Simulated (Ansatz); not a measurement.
Ansatz (a quantum-chemistry and plane-wave program) input:

Ansatz 0.2 input:
```yaml
crystal:
  lattice:
    - [0.0, 3.0426535737, 3.0426535737]
    - [3.0426535737, 0.0, 3.0426535737]
    - [3.0426535737, 3.0426535737, 0.0]
  atoms:
    - { symbol: Sn, position: [0.0, 0.0, 0.0] }
    - { symbol: Sb, position: [0.5, 0.5, 0.5] }
kpoints:
  mp_grid: { grid: [24, 24, 24] }
hamiltonian:
  xc: pbesol
  pseudopotentials: { kind: paw }
scf:
  occupations: { method: fermi_dirac, width: 0.1 }
elastic: { mode: relaxed_ion, stencil: two_point, amplitude: 0.005, f_tol: 0.0005 }
```

Output (shortened):

```
Pseudopotential: Sn, paw, valence charge 14
Pseudopotential: Sb, paw, valence charge 15
Functional definition: PBEsol
Crystal: 2 atoms, lattice volume = 56.336 Å³
Basis set: ecut = 420 eV, 1067 PW (Γ), exchange–correlation on 60×60×60 points (8 copies of the dense FFT grid, shifted against one another)
Bands: 19, of which v1, the nominal top of the filled ones, is band 15 counted from 1 (14 counted from 0)
Symmetry: 48 space group operations
Space group: Fm-3m (ITA 225), of the structure as read, at distance tolerance 3.8e-5 Å
k-points: 413 of 13824
SCF iter   1: F=—  HF=-12357.930953 eV  |F-HF|=—  |Δ(HF+E_count)|=         —  Δρ=2.43e-3  dr2=2.82e-3  ethr=1.77e-3  ⟨swp⟩=6.0  Hψ=39825  notcnv=0
preconditioner: auto → Kerker (q_TF=auto, 2.442 Å⁻¹)
SCF iter   2: F=—  HF=-12357.928061 eV  |F-HF|=—  |Δ(HF+E_count)|=   2.89e-3  Δρ=1.67e-3  dr2=1.47e-3  ethr=9.72e-6  ⟨swp⟩=2.6  Hψ=16322  notcnv=0
SCF iter   3: F=—  HF=-12357.927778 eV  |F-HF|=—  |Δ(HF+E_count)|=   2.83e-4  Δρ=9.84e-4  dr2=2.83e-4  ethr=5.08e-6  ⟨swp⟩=2.0  Hψ=13871  notcnv=0
SCF iter   4: F=—  HF=-12357.927557 eV  |F-HF|=—  |Δ(HF+E_count)|=   2.20e-4  Δρ=2.04e-4  dr2=4.08e-5  ethr=9.77e-7  ⟨swp⟩=2.0  Hψ=13863  notcnv=0
SCF iter   5: F=—  HF=-12357.927556 eV  |F-HF|=—  |Δ(HF+E_count)|=   1.71e-6  Δρ=1.60e-4  dr2=1.50e-5  ethr=1.41e-7  ⟨swp⟩=1.9  Hψ=9585  notcnv=0
SCF iter   6: F=—  HF=-12357.927551 eV  |F-HF|=—  |Δ(HF+E_count)|=   4.46e-6  Δρ=2.75e-5  dr2=6.05e-7  ethr=5.17e-8  ⟨swp⟩=2.0  Hψ=11779  notcnv=0
SCF iter   7: F=—  HF=-12357.927551 eV  |F-HF|=—  |Δ(HF+E_count)|=   6.01e-8  Δρ=9.56e-6  dr2=3.78e-8  ethr=2.09e-9  ⟨swp⟩=2.0  Hψ=9727  notcnv=0
SCF iter   8: F=—  HF=-12357.927551 eV  |F-HF|=—  |Δ(HF+E_count)|=   1.54e-8  Δρ=9.53e-7  dr2=3.44e-10  ethr=1.30e-10  ⟨swp⟩=2.0  Hψ=13888  notcnv=0
SCF iter  11: F=-12357.927551 eV  HF=-12357.927551 eV  |F-HF|=0.00e0  |Δ(HF+E_count)|=  3.64e-12  Δρ=2.17e-9  dr2=2.49e-15  ethr=1.00e-12  ⟨swp⟩=4.2  Hψ=25537  notcnv=0
SCF 1 converged in 11 iterations: F = -12357.927551 eV  dr2 = 2.49e-15
Crystal: 2 atoms, lattice volume = 56.055 Å³
Symmetry: 16 space group operations
k-points: 1063 of 13824
iter 1 solved again at ethr=5.34e-8 eV; its pass at ethr=3.10e-3 eV (dr2=1.55e-5 eV) is discarded
SCF iter   1: F=—  HF=-12357.926783 eV  |F-HF|=—  |Δ(HF+E_count)|=         —  Δρ=1.82e-4  dr2=1.79e-5  ethr=5.34e-8  ⟨swp⟩=3.0  Hψ=131798  notcnv=0
preconditioner: auto → Kerker (q_TF=auto, 2.444 Å⁻¹)
SCF iter   2: F=—  HF=-12357.926783 eV  |F-HF|=—  |Δ(HF+E_count)|=   1.41e-7  Δρ=1.20e-4  dr2=8.39e-6  ethr=5.34e-8  ⟨swp⟩=1.0  Hψ=20197  notcnv=0
SCF iter   3: F=—  HF=-12357.926781 eV  |F-HF|=—  |Δ(HF+E_count)|=   1.25e-6  Δρ=1.47e-5  dr2=1.73e-7  ethr=2.89e-8  ⟨swp⟩=2.0  Hψ=23235  notcnv=0
SCF iter   4: F=—  HF=-12357.926781 eV  |F-HF|=—  |Δ(HF+E_count)|=   2.02e-7  Δρ=5.43e-6  dr2=2.82e-8  ethr=5.97e-10  ⟨swp⟩=2.1  Hψ=27540  notcnv=0
SCF iter   5: F=—  HF=-12357.926781 eV  |F-HF|=—  |Δ(HF+E_count)|=   2.47e-9  Δρ=1.32e-6  dr2=1.37e-9  ethr=9.73e-11  ⟨swp⟩=2.3  Hψ=30589  notcnv=0
SCF iter   6: F=—  HF=-12357.926781 eV  |F-HF|=—  |Δ(HF+E_count)|=  2.27e-10  Δρ=2.72e-7  dr2=3.27e-11  ethr=4.74e-12  ⟨swp⟩=2.0  Hψ=29116  notcnv=0
SCF iter   7: F=—  HF=-12357.926781 eV  |F-HF|=—  |Δ(HF+E_count)|=  1.27e-11  Δρ=7.50e-8  dr2=2.27e-12  ethr=1.13e-13 (applied; sched 1.00e-12)  ⟨swp⟩=2.0  Hψ=31049  notcnv=0
SCF iter   8: F=—  HF=-12357.926781 eV  |F-HF|=—  |Δ(HF+E_count)|=  1.82e-12  Δρ=2.11e-8  dr2=2.25e-13  ethr=7.83e-15 (applied; sched 1.00e-12)  ⟨swp⟩=2.0  Hψ=35730  notcnv=0
SCF iter   9: F=-12357.926781 eV  HF=-12357.926781 eV  |F-HF|=1.82e-12  |Δ(HF+E_count)|=  1.82e-12  Δρ=4.25e-9  dr2=1.39e-14  ethr=1.00e-12  ⟨swp⟩=4.4  Hψ=61841  notcnv=0
SCF 2 converged in 9 iterations: F = -12357.926781 eV  dr2 = 1.39e-14
Crystal: 2 atoms, lattice volume = 56.618 Å³
Basis set: ecut = 420 eV, 1091 PW (Γ), exchange–correlation on 60×60×60 points (8 copies of the dense FFT grid, shifted against one another)
iter 1 solved again at ethr=8.96e-11 eV; its pass at ethr=3.10e-3 eV (dr2=2.60e-8 eV) is discarded
SCF iter   1: F=—  HF=-12357.927096 eV  |F-HF|=—  |Δ(HF+E_count)|=         —  Δρ=5.48e-6  dr2=2.80e-8  ethr=8.96e-11  ⟨swp⟩=3.0  Hψ=120828  notcnv=0
preconditioner: auto → Kerker (q_TF=auto, 2.440 Å⁻¹)
SCF iter   2: F=—  HF=-12357.927096 eV  |F-HF|=—  |Δ(HF+E_count)|=   7.41e-7  Δρ=3.36e-6  dr2=1.08e-8  ethr=8.96e-11  ⟨swp⟩=1.0  Hψ=20197  notcnv=0
SCF iter   3: F=—  HF=-12357.927096 eV  |F-HF|=—  |Δ(HF+E_count)|=   2.92e-9  Δρ=3.64e-7  dr2=6.59e-11  ethr=3.72e-11  ⟨swp⟩=2.0  Hψ=23854  notcnv=0
SCF iter   4: F=—  HF=-12357.927096 eV  |F-HF|=—  |Δ(HF+E_count)|=  2.55e-11  Δρ=1.25e-7  dr2=1.02e-11  ethr=2.27e-13 (applied; sched 1.00e-12)  ⟨swp⟩=2.7  Hψ=38685  notcnv=0
SCF iter   5: F=—  HF=-12357.927096 eV  |F-HF|=—  |Δ(HF+E_count)|=  3.64e-12  Δρ=2.86e-8  dr2=7.95e-13  ethr=3.52e-14 (applied; sched 1.00e-12)  ⟨swp⟩=2.1  Hψ=25169  notcnv=0
SCF iter   6: F=-12357.927096 eV  HF=-12357.927096 eV  |F-HF|=0.00e0  |Δ(HF+E_count)|=  1.82e-12  Δρ=7.57e-9  dr2=4.14e-14  ethr=1.00e-12  ⟨swp⟩=5.0  Hψ=68891  notcnv=0
SCF 3 converged in 6 iterations: F = -12357.927096 eV  dr2 = 4.14e-14
Crystal: 2 atoms, lattice volume = 56.336 Å³
Symmetry: 8 space group operations
k-points: 1963 of 13824
iter 1 solved again at ethr=2.66e-8 eV; its pass at ethr=3.10e-3 eV (dr2=7.71e-6 eV) is discarded
SCF iter   1: F=—  HF=-12357.927486 eV  |F-HF|=—  |Δ(HF+E_count)|=         —  Δρ=6.76e-5  dr2=2.19e-6  ethr=2.66e-8  ⟨swp⟩=3.0  Hψ=239532  notcnv=0
preconditioner: auto → Kerker (q_TF=auto, 2.442 Å⁻¹)
SCF iter   2: F=—  HF=-12357.927486 eV  |F-HF|=—  |Δ(HF+E_count)|=   5.70e-7  Δρ=4.43e-5  dr2=1.04e-6  ethr=7.56e-9  ⟨swp⟩=1.0  Hψ=37297  notcnv=0
SCF iter   3: F=—  HF=-12357.927487 eV  |F-HF|=—  |Δ(HF+E_count)|=   3.75e-8  Δρ=4.83e-6  dr2=1.49e-8  ethr=3.59e-9  ⟨swp⟩=2.0  Hψ=42868  notcnv=0
SCF iter   4: F=—  HF=-12357.927487 eV  |F-HF|=—  |Δ(HF+E_count)|=   1.98e-9  Δρ=1.28e-6  dr2=1.25e-9  ethr=5.13e-11  ⟨swp⟩=2.2  Hψ=51437  notcnv=0
SCF iter   5: F=—  HF=-12357.927487 eV  |F-HF|=—  |Δ(HF+E_count)|=  4.55e-11  Δρ=3.53e-7  dr2=7.16e-11  ethr=4.29e-12  ⟨swp⟩=2.0  Hψ=65670  notcnv=0
SCF iter   6: F=—  HF=-12357.927487 eV  |F-HF|=—  |Δ(HF+E_count)|=  9.09e-12  Δρ=8.55e-8  dr2=2.27e-12  ethr=2.47e-13 (applied; sched 1.00e-12)  ⟨swp⟩=2.0  Hψ=66108  notcnv=0
SCF iter   7: F=-12357.927487 eV  HF=-12357.927487 eV  |F-HF|=7.28e-12  |Δ(HF+E_count)|=  1.09e-11  Δρ=1.23e-8  dr2=6.28e-14  ethr=1.00e-12  ⟨swp⟩=3.2  Hψ=151831  notcnv=0
SCF 4 converged in 7 iterations: F = -12357.927487 eV  dr2 = 6.28e-14
Crystal: 2 atoms, lattice volume = 56.336 Å³
iter 1 solved again at ethr=3.47e-11 eV; its pass at ethr=3.10e-3 eV (dr2=1.01e-8 eV) is discarded
SCF iter   1: F=—  HF=-12357.927486 eV  |F-HF|=—  |Δ(HF+E_count)|=         —  Δρ=3.25e-6  dr2=9.71e-9  ethr=3.47e-11  ⟨swp⟩=2.9  Hψ=219371  notcnv=0
preconditioner: auto → Kerker (q_TF=auto, 2.442 Å⁻¹)
SCF iter   2: F=—  HF=-12357.927487 eV  |F-HF|=—  |Δ(HF+E_count)|=   7.51e-7  Δρ=2.07e-6  dr2=3.77e-9  ethr=3.35e-11  ⟨swp⟩=1.0  Hψ=37297  notcnv=0
SCF iter   3: F=—  HF=-12357.927487 eV  |F-HF|=—  |Δ(HF+E_count)|=  8.13e-10  Δρ=3.84e-7  dr2=1.07e-10  ethr=1.30e-11  ⟨swp⟩=2.0  Hψ=42142  notcnv=0
SCF iter   4: F=—  HF=-12357.927487 eV  |F-HF|=—  |Δ(HF+E_count)|=  1.82e-11  Δρ=1.56e-7  dr2=2.35e-11  ethr=3.70e-13 (applied; sched 1.00e-12)  ⟨swp⟩=2.4  Hψ=52363  notcnv=0
SCF iter   5: F=—  HF=-12357.927487 eV  |F-HF|=—  |Δ(HF+E_count)|=  1.82e-12  Δρ=3.89e-8  dr2=1.26e-12  ethr=8.12e-14 (applied; sched 1.00e-12)  ⟨swp⟩=2.0  Hψ=44002  notcnv=0
SCF iter   6: F=-12357.927487 eV  HF=-12357.927487 eV  |F-HF|=1.82e-12  |Δ(HF+E_count)|=  1.82e-12  Δρ=1.19e-8  dr2=6.53e-14  ethr=1.00e-12  ⟨swp⟩=3.0  Hψ=150047  notcnv=0
SCF 5 converged in 6 iterations: F = -12357.927487 eV  dr2 = 6.53e-14
SCF converged after 11 iterations
Free energy (F): -12357.927551 eV
Harris-Foulkes:  -12357.927551 eV  (|F-HF|=0.00e0)
Internal energy: -12357.897006 eV  (E = F + TS)
E sigma→0 (E₀):  -12357.912278 eV
Entropy (-TS):   -0.030546 eV (-15.273 meV/atom)
Fermi energy:    10.223237 eV
--- Per-component energies (eV) ---
  E_band       = -247.670984
  E_kinetic    = 394.992291
  E_local      = -2426.796431  (includes V_loc(G=0)·N_el)
  E_nonlocal   = 333.918499
  E_hartree    = 1246.755936
  E_xc         = -517.092666
  E_vxc        = -194.025779  (∫ρ·V_xc dr)
  E_paw        = -8565.033301  (= ΣΔE_a)
  E_vpaw       = -849.271433  (= ΣTr[D̂ρ^β])
  E_aug_tail   = -0.000002  (compensation charges beyond the density's cutoff)
  E_ewald      = -2825.258029
  E_core_change = 0.616697  (= ΣΔE_core)
  E_smearing   = -0.030546  (= −TS)
  E_closure    = 0.000000  (closes the sum)
  Σ components = -12357.927551   (vs F -12357.927551, Δ=0.00e0)
  [band-id]    e_kinetic+e_local+e_nonlocal+2·e_hartree+e_vxc+e_vpaw+e_augmentation_tail = -247.670982   (vs E_band -247.670984, Δ=1.98e-6)
--- Forces (eV/Å), atoms counted from 1 ---
  atom   1  Sn     0.00000000     0.00000000     0.00000000
  atom   2  Sb     0.00000000     0.00000000     0.00000000
  max |Σ_I F_I| component: 0.0 eV/Å
--- Stress (GPa, compression-positive) ---
        0.082803       0.000000       0.000000
        0.000000       0.082803       0.000000
        0.000000       0.000000       0.082803
  P = ⅓ Tr σ = 0.0828 GPa (0.828 kbar)
--- Band table (eV; the first three rows and the last of 413) ---
  k-point 0: bands = ["-18.4923", "-18.4923", "-18.4780", "-18.4780", "-18.4780", "-11.1205", "-11.1205", "-11.1087", "-11.1087", "-11.1087", "-1.6520", "7.9593", "9.4457", "9.4457", "9.4457", "14.8746", "14.8746", "14.8746", "15.6633"]
  k-point 1: bands = ["-18.4923", "-18.4923", "-18.4780", "-18.4779", "-18.4779", "-11.1208", "-11.1208", "-11.1087", "-11.1086", "-11.1086", "-1.6319", "7.7415", "9.4480", "9.4480", "9.6194", "14.7565", "14.7565", "14.7857", "15.6048"]
  k-point 2: bands = ["-18.4922", "-18.4922", "-18.4779", "-18.4778", "-18.4778", "-11.1215", "-11.1215", "-11.1087", "-11.1082", "-11.1082", "-1.5718", "7.2588", "9.4555", "9.4555", "9.9684", "14.4543", "14.4543", "14.5532", "15.5099"]
  k-point 412: bands = ["-18.4927", "-18.4889", "-18.4756", "-18.4756", "-18.4714", "-11.1433", "-11.1260", "-11.1045", "-11.1045", "-11.0926", "1.3920", "3.1974", "5.8671", "5.8671", "11.2768", "12.0288", "15.8933", "15.8933", "18.2717"]
--- Elastic constants: 2 strain directions × 2 members + reference (group order 48) ---
  dense FFT box of the reference and of every strained cell: 30×30×30
  strains applied: 11, 23; error gains: componentwise 1.00 (the most a stress slope's error grows in a printed constant), spectral 1.73 (1 for all six strains …
  C = ∂σ_k/∂η_j (tension-positive GPa; Voigt order 11 22 33 23 13 12):
       139.280     19.381     19.381      0.000      0.000      0.000
        19.381    139.280     19.381      0.000      0.000      0.000
        19.381     19.381    139.280      0.000      0.000      0.000
         0.000      0.000      0.000     14.608      0.000      0.000
         0.000      0.000      0.000      0.000     14.608      0.000
         0.000      0.000      0.000      0.000      0.000     14.608
  reference stress σ⁰ (GPa):     -0.083     -0.083     -0.083      0.000      0.000      0.000
  C* (energy form; C + prestress term) asymmetry max|C*_kj − C*_jk| = 1.066e-14 GPa — a small one proves nothing (zero by symmetry where the batch's group is …
  moduli (Voigt/Reuss/Hill, GPa): K = 59.35/59.35/59.35   G = 32.74/20.94/26.84   E = 69.98   ν = 0.303
  mechanically stable: yes (min eigenvalue of sym C = 14.61 GPa)
  where every solve meets its electron count the energy-path curvature estimates C_jj along a normal strain and C_jj − ¼(σ⁰_aa + σ⁰_bb) along a shear (ab), of …
  strain η (Voigt 11):  stress-route row diagonal C_11 = 139.28 GPa, energy-path curvature d²(F+E_count+ΔE)/dδ²/Ω₀ = 139.23 GPa
         δ    σ_11 (GPa)             F (eV)   n_scf  n_hpsi   n_pw
    -5.000e-3      -0.8000      -12357.9267813       9  412345   1119   relax 0 steps, max|allowed force component| 0.0 eV/Å
     5.000e-3       0.5928      -12357.9270965       6  318878   1125   relax 0 steps, max|allowed force component| 0.0 eV/Å
  strain η (Voigt 23):  stress-route row diagonal C_44 = 14.61 GPa, energy-path curvature d²(F+E_count+ΔE)/dδ²/Ω₀ = 14.65 GPa
         δ    σ_23 (GPa)             F (eV)   n_scf  n_hpsi   n_pw
    -5.000e-3      -0.0730      -12357.9274865       7  693993   1119   relax 0 steps, max|allowed force component| 0.0 eV/Å
     5.000e-3       0.0730      -12357.9274865       6  584470   1119   relax 0 steps, max|allowed force component| 0.0 eV/Å
```

Cost: very roughly 7 core-minutes on shared cores.

The workflow started from an entry of the Crystallography Open Database (COD), which files this formula under 2 space groups. Its standing as an ambient phase is unchecked. The cell was relaxed with PBEsol under the symmetry of its start; of distortions, only those at the zone centre were tested. As this level gives no gap, shear constants depend on the k-mesh and smearing (Fermi–Dirac, 0.1 eV here). Scalar-relativistic: spin–orbit coupling is off unless named, which matters more the heavier the elements.

Potentials: the later of the program's two PAW sets.

Ansatz is a plane-wave DFT program.
